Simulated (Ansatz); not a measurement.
Values for one crystal, relaxed and computed with plane-wave PAW LDA (Ansatz code); other levels are named.

```yaml
volume_per_atom: 16.26 Å³
electronic_character: metallic (no gap)
Density of states at the Fermi level: 0.27 states/eV per atom (mean over ±0.08 eV)
highest_zone_centre_frequency: 5.30 THz
Formation energy from the elements (no fitted shifts): -0.046 eV/atom
zone_centre_stability: no imaginary mode at Γ
Pressure derivative B′: 5.8
```

**Question.** Which compound is it?
A. BiAu2, cubic Laves (MgCu2 type)
B. SnAu, NiAs type
C. CuPt, R-3m (Cu on 3a, Pt on 3b)
D. AgAu, R-3m (Ag on 3a, Au on 3b)

**Answer.** D, AgAu, R-3m (Ag on 3a, Au on 3b)

The first step of the workflow began from a Materials Project structure, measured or hypothetical; the Crystallography Open Database copy checked does not list it. With Ag and Au taken as one species the cell has the higher symmetry Fm-3m, so it may be an ordered model of a mixed-site phase. Whether it is the stable phase at ambient conditions was not checked. The LDA relaxation kept the symmetry of its start. The run is not spin-polarised. As this level gives no gap, phonon frequencies hold no LO–TO term and depend on the k-mesh and smearing (Fermi–Dirac, 0.1 eV here). The references are the lowest solids computed at this level, not always the standard phases. Spin–orbit coupling is left out wherever it is not named.

Potentials: the later of the program's two PAW sets.
